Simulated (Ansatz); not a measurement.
TaN:
```xyz
2
Lattice="0.0000 2.1982 2.1982 2.1982 0.0000 2.1982 2.1982 2.1982 0.0000" Properties=species:S:1:pos:R:3 pbc="T T T"
N      0.0000     0.0000     0.0000
Ta     2.1982     2.1982     2.1982
```

Relaxed with r²SCAN. Special points in fractions of this cell's reciprocal vectors: Γ (0.000, 0.000, 0.000); X (0.500, 0.000, 0.500); U (0.625, 0.250, 0.625); K (0.375, 0.375, 0.750); L (0.500, 0.500, 0.500); W (0.500, 0.250, 0.750).

Question: List the band energies nearest the Fermi level at these points for r²SCAN in the plane-wave PAW code Ansatz.

Answer: In eV from the Fermi level; about four levels below and three above (degenerate sets whole), none deeper than 8.9 eV; … stands for higher levels left out; points with the same levels are listed once.

```tsv
k	below	above
Γ	-4.15 -4.15 -4.15 -2.16 -2.16 -2.16	…
X	-7.09 -5.61 -5.00 -5.00	2.27 3.57 3.57
U	-8.08 -7.24 -6.56 -2.30	2.52 2.58 4.77
L	-7.98 -7.98	1.93 1.93 2.07
W	-7.19 -7.19 -0.21 -0.21	3.58 4.23 …
```

Space group Fm-3m (rock salt). Symmetry was held in the r²SCAN relaxation; of distortions, only those at the zone centre were tested. The run is not spin-polarised. Scalar-relativistic: spin–orbit coupling is off unless named, which matters more the heavier the elements.

Potentials: the later of the program's two PAW sets.
